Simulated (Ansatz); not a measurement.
BaCd3Se4: from a guess to a relaxed structure

The calculation used DFT PBE, scalar-relativistic, plane waves, PAW (Ansatz 0.2.0). Cutoff 420 eV, Gaussian smearing, Γ-centred meshes. Cell and atoms relax first on a coarse mesh, the cell is then made exact in the group found at 0.06 to 0.08 Å, and last on a converged mesh; the steps can't lower the symmetry of their start. No spin polarisation.

The guess for BaCd3Se4 was made by a generator: species swapped into a database cell of TlIn3Se4 (I422, No. 97), with Ba on the Tl sites and Cd on the In sites. Lengths were set from tabulated atomic sizes, so they are only a guess.

```yaml
crystal:
  lattice:
    - [-4.13012, 4.13012, 3.47573]
    - [4.13012, -4.13012, 3.47573]
    - [4.13012, 4.13012, -3.47573]
  atoms:
    - { symbol: Ba, position: [0.00000, 0.00000, 0.00000] }
    - { symbol: Cd, position: [0.50000, 0.00000, 0.50000] }
    - { symbol: Cd, position: [0.00000, 0.50000, 0.50000] }
    - { symbol: Cd, position: [0.50000, 0.50000, 0.00000] }
    - { symbol: Se, position: [0.92127, 0.42127, 0.84253] }
    - { symbol: Se, position: [0.57873, 0.07873, 0.15747] }
    - { symbol: Se, position: [0.07873, 0.92127, 0.50000] }
    - { symbol: Se, position: [0.42127, 0.57873, 0.50000] }
```

Formation energies are uncorrected and refer to the elements' standard structures at the same level.

Task: Which structure results?

Result: The symmetry stays I422 (No. 97). The volume per atom shrinks by 11.2 %, from 29.6 to 26.3 Å³. The shortest distance goes from 2.65 Å (Cd–Se) to 2.71 Å (Cd–Se). The ratio c/a of the conventional cell changes by a factor of 1.12. Conventional cell: a = 7.650 Å, c = 7.197 Å. Ba has 8 Se at 3.32 Å, 2 Cd at 3.60 Å and 4 Cd at 3.82 Å; Cd on a site of symmetry 222 is surrounded by 4 Se at 2.71 Å, 2 Cd at 3.60 Å, 2 Ba at 3.82 Å, 2 Cd at 3.82 Å and 4 Se at 3.83 Å; Cd on a site of symmetry 422 is surrounded by 8 Se at 3.32 Å, 2 Ba at 3.60 Å and 4 Cd at 3.82 Å; Se has 2 Cd at 2.71 Å, 2 Ba at 3.32 Å and 2 Cd at 3.32 Å.

```yaml
crystal:
  lattice:
    - [-3.82492, 3.82492, 3.59837]
    - [3.82492, -3.82492, 3.59837]
    - [3.82492, 3.82492, -3.59837]
  atoms:
    - { symbol: Ba, position: [0.00000, 0.00000, 0.00000] }
    - { symbol: Cd, position: [0.50000, 0.00000, 0.50000] }
    - { symbol: Cd, position: [0.00000, 0.50000, 0.50000] }
    - { symbol: Cd, position: [0.50000, 0.50000, 0.00000] }
    - { symbol: Se, position: [0.93755, 0.43755, 0.87511] }
    - { symbol: Se, position: [0.56245, 0.06245, 0.12489] }
    - { symbol: Se, position: [0.06245, 0.93755, 0.50000] }
    - { symbol: Se, position: [0.43755, 0.56245, 0.50000] }
```

Task: How does it come out in energy, and is it a metal?

Result: The energy over the elements is −0.77 eV/atom and the gap on the 6×6×6 mesh of the 8-atom cell is 0 eV (the bands overlap slightly).

The last run used Gaussian smearing of 0.10 eV. The zero gap may come from the functional, which often closes small gaps, or the cell may be a true semimetal. The reference form of Se is held partly by dispersion forces, which this level lacks. Symmetry constrained the relaxation, so the result can be a saddle point. Another cell of the same search, in Amm2, lies 166 meV/atom lower, so this cell isn't the stable form at this level.
